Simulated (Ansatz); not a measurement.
Mo2C:
```yaml
crystal:
  lattice:
    - [4.70746, 0.00000, 0.00000]
    - [0.00000, 6.00378, 0.00000]
    - [0.00000, 0.00000, 5.17713]
  atoms:
    - { symbol: Mo, position: [0.24524, 0.87817, 0.07980] }
    - { symbol: Mo, position: [0.75476, 0.12183, 0.92020] }
    - { symbol: Mo, position: [0.25476, 0.62183, 0.57980] }
    - { symbol: Mo, position: [0.74524, 0.37817, 0.42020] }
    - { symbol: Mo, position: [0.74524, 0.62183, 0.92020] }
    - { symbol: Mo, position: [0.25476, 0.37817, 0.07980] }
    - { symbol: Mo, position: [0.75476, 0.87817, 0.42020] }
    - { symbol: Mo, position: [0.24524, 0.12183, 0.57980] }
    - { symbol: C, position: [0.50000, 0.87691, 0.75000] }
    - { symbol: C, position: [0.50000, 0.12309, 0.25000] }
    - { symbol: C, position: [0.00000, 0.62309, 0.25000] }
    - { symbol: C, position: [0.00000, 0.37691, 0.75000] }
```

Relaxed with PBEsol. Special points in fractions of this cell's reciprocal vectors: Γ (0.000, 0.000, 0.000); X (0.500, 0.000, 0.000); S (0.500, 0.500, 0.000); Y (0.000, 0.500, 0.000); Z (0.000, 0.000, 0.500); U (0.500, 0.000, 0.500); R (0.500, 0.500, 0.500); T (0.000, 0.500, 0.500).

Q: List the band energies nearest the Fermi level at these points for plane-wave PAW PBEsol with spin–orbit coupling (Ansatz code).

A: In eV from the Fermi level; about four levels below and three above (degenerate sets whole), none deeper than 8.9 eV; points with the same levels are listed once.

| k | below | above |
|---|---|---|
| Γ | -0.65 -0.65 -0.61 -0.61 | 0.56 0.56 0.87 0.87 |
| X | -0.86 -0.86 -0.86 -0.86 | 0.97 0.97 0.97 0.97 |
| S | -0.85 -0.85 -0.78 -0.78 | 0.24 0.24 0.29 0.29 |
| Y | -0.45 -0.45 -0.45 -0.45 | 0.18 0.18 0.18 0.18 |
| Z | -0.44 -0.44 -0.44 -0.44 | 0.04 0.04 0.04 0.04 |
| U | -0.59 -0.59 -0.59 -0.59 | 0.77 0.77 0.77 0.77 |
| R | -0.66 -0.66 -0.66 -0.66 | 1.75 1.75 1.75 1.75 |
| T | -2.01 -2.01 -2.01 -2.01 | 0.11 0.11 0.11 0.11 0.11 0.11 0.11 0.11 |

Space group Pbcn. The workflow started from a Materials Project entry (that database holds measured and hypothetical structures alike); the Crystallography Open Database files this formula in space group No. 60, but the cells were not matched. Its standing as an ambient phase is unchecked. The cell was relaxed with PBEsol under the symmetry of its start; of distortions, only those at the zone centre were tested. The run is not spin-polarised.

Potentials: the later of the program's two PAW sets.
